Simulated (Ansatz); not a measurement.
**Vibrational response of KGe₂**

Level of theory: DFT PBE+D3(BJ), scalar-relativistic, plane waves, PAW (Ansatz 0.2.0). Settings: 420 eV plane-wave cutoff, Γ-centred 12×12×10 mesh, Fermi-Dirac smearing of 0.15 eV. No spin polarisation. Phonons by linear response, acoustic sum rule imposed.

Equilibrium structure at this level:
```yaml
crystal:
  lattice:
    - [2.06102, -3.93503, 0.00000]
    - [2.06102, 3.93503, 0.00000]
    - [0.00000, 0.00000, 5.23359]
  atoms:
    - { symbol: K, position: [0.00000, 0.00000, 0.00000] }
    - { symbol: Ge, position: [0.66182, 0.33818, 0.50000] }
    - { symbol: Ge, position: [0.33818, 0.66182, 0.50000] }
```

It was reached by relaxing an invented guess, and it needn't be the stable form of this composition. In a metal, frequencies depend on the k mesh and the smearing, soft modes most.

Question: Is this structure stable against zone-centre distortions?

Answer: No: 1 of the 6 optical modes are imaginary.

Question: List the optical modes at Γ (i marks imaginary ones).

Answer:
```tsv
frequency (THz)	degeneracy
1.13i	1
2.62	1
3.02	1
4.30	1
6.72	1
6.79	1
```
